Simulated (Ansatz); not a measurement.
Question: Each is relaxed and computed with PBE in the plane-wave PAW code Ansatz. Which is the only metal?
A) Sc2B2P, P-6m2 (Sc on 2h, P on 1a, B on 1b, B on 1f)
B) ScAl3N4, P-6m2 (Pearson symbol hP8)
C) BP, Pm-3n (B on 6d, P on 6c)
D) AlP, Pm-3n (Al on 6c, P on 6d)

Answer: A, Sc2B2P, P-6m2 (Sc on 2h, P on 1a, B on 1b, B on 1f). Sc2B2P: metal; BP: gap 0.63 eV (indirect); ScAl3N4: gap 2.68 eV (indirect); AlP: gap 1.49 eV (indirect). Typed or built starts, not in the databases checked: Sc2B2P, P-6m2 (Sc on 2h, P on 1a, B on 1b, B on 1f); BP, Pm-3n (B on 6d, P on 6c); ScAl3N4, P-6m2 (Pearson symbol hP8); AlP, Pm-3n (Al on 6c, P on 6d). Not the usual ambient phase: BP, Pm-3n (B on 6d, P on 6c); AlP, Pm-3n (Al on 6c, P on 6d). All cells were relaxed under the symmetry of their starts (and spin orders); stability against distortions was not tested throughout. Named crystals with no word on spin ran without spin polarisation.

Potentials: the earlier of the program's two PAW sets.
